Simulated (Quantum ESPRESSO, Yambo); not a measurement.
**Quasiparticle gap of Na$_{2}$CO$_{3}$**

Space group C2/m (No. 12); a = 9.1771 Å, b = 5.2854 Å, c = 6.2852 Å, α = 90.00°, β = 95.69°, γ = 90.00°

```
atom  site  symmetry       x       y       z
----  ----  --------  ------  ------  ------
C       4i         m  0.1697  0.5000  0.2452
O       8j         1  0.1011  0.2866  0.2604
O       4i         m  0.1925  0.0000  0.7883
Na      2a       2/m  0.0000  0.0000  0.0000
Na      2c       2/m  0.5000  0.5000  0.5000
Na      4i         m  0.3262  0.0000  0.2287
```
(The calculation used a cell of 12 atoms; values per cell refer to that cell.)

The geometry is that of Materials Project entry mp-1101899, symmetrised and not relaxed again.

Starting point: norm-conserving PBEsol (Quantum ESPRESSO, 88 Ry, no spin-orbit coupling). G0W0 in Yambo: 2×2×2 Γ-centred k mesh, bands 5 to 232 and a 7 Ry block in the screening, 232 bands in G with the Bruneval-Gonze terminator, plasmon pole fitted at 27.2 eV.

| Property | Value |
|---|---|
| PBEsol gap along the band path | 3.29 eV |
| PBEsol gap between the mesh's edge points (Γ → Γ) | 3.29 eV |
| G0W0 gap between the same points | 6.14 eV |

| k point | band | E PBEsol (eV) | E QP (eV) | shift (eV) | Z |
|---|---|---|---|---|---|
| Γ | VB | 0.00 | -1.76 | -1.76 | 0.82 |
| Γ | CB | 3.29 | 4.38 | 1.09 | 0.89 |
| (0, 0, -0.5) | VB | -0.04 | -1.81 | -1.77 | 0.82 |
| (0, 0, -0.5) | CB | 4.42 | 5.91 | 1.49 | 0.87 |
| (0, -0.5, 0) | VB | -0.45 | -2.29 | -1.85 | 0.82 |
| (0, -0.5, 0) | CB | 4.97 | 6.24 | 1.27 | 0.88 |
| (0, -0.5, -0.5) | VB | -0.44 | -2.28 | -1.84 | 0.82 |
| (0, -0.5, -0.5) | CB | 5.33 | 7.69 | 2.36 | 0.83 |
| (-0.5, -0.5, 0) | VB | -0.44 | -2.28 | -1.85 | 0.82 |
| (-0.5, -0.5, 0) | CB | 5.09 | 6.45 | 1.36 | 0.88 |
| (-0.5, -0.5, -0.5) | VB | -0.36 | -2.19 | -1.82 | 0.82 |
| (-0.5, -0.5, -0.5) | CB | 5.14 | 7.42 | 2.28 | 0.84 |

Energies count from the PBEsol valence-band maximum.

Nearest settings tried, and what they do to the gap: 155 bands in G: -3 meV; 155 bands in W, 155 bands in G: +43 meV; 6 Ry block (245 vectors against 331): -50 meV; 2×2×1 mesh: -112 meV. So the settings aren't converged at that level. The k mesh is coarse.
